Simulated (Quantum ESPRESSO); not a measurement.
```cif
data_F6TiTl2
_chemical_formula_sum 'F6 Ti1 Tl2'
_space_group_name_H-M_alt 'P-3m1'
_space_group_IT_number 164
_space_group_name_Hall '-P 3 2"'
_cell_length_a 5.91908
_cell_length_b 5.91908
_cell_length_c 4.76419
_cell_angle_alpha 90.000
_cell_angle_beta 90.000
_cell_angle_gamma 120.000
loop_
_atom_site_label
_atom_site_type_symbol
_atom_site_symmetry_multiplicity
_atom_site_Wyckoff_symbol
_atom_site_fract_x
_atom_site_fract_y
_atom_site_fract_z
_atom_site_occupancy
F1 F 6 i 0.15221 0.30442 0.22108 1
Ti1 Ti 1 a 0.00000 0.00000 0.00000 1
Tl1 Tl 2 d 0.66667 0.33333 0.31259 1
```

The geometry is that of Materials Project entry mp-10402, symmetrised and not relaxed again.

Q: What does LDA (Quantum ESPRESSO, PseudoDojo norm-conserving, 84 Ry, without SOC) give for the electronic structure near the Fermi level?

A: The LDA gap is indirect, 3.81 eV, from M to Γ; the smallest direct gap is 3.90 eV. Another valence extremum on the path lies within 0.02 eV, too close to call. Spin-orbit coupling is left out; with 6p states at a band edge it can lower the gap by many tenths of an eV, most of a small gap.

The structure is a Materials Project entry; no match was found in the copy of COD used, and its stability was not checked.
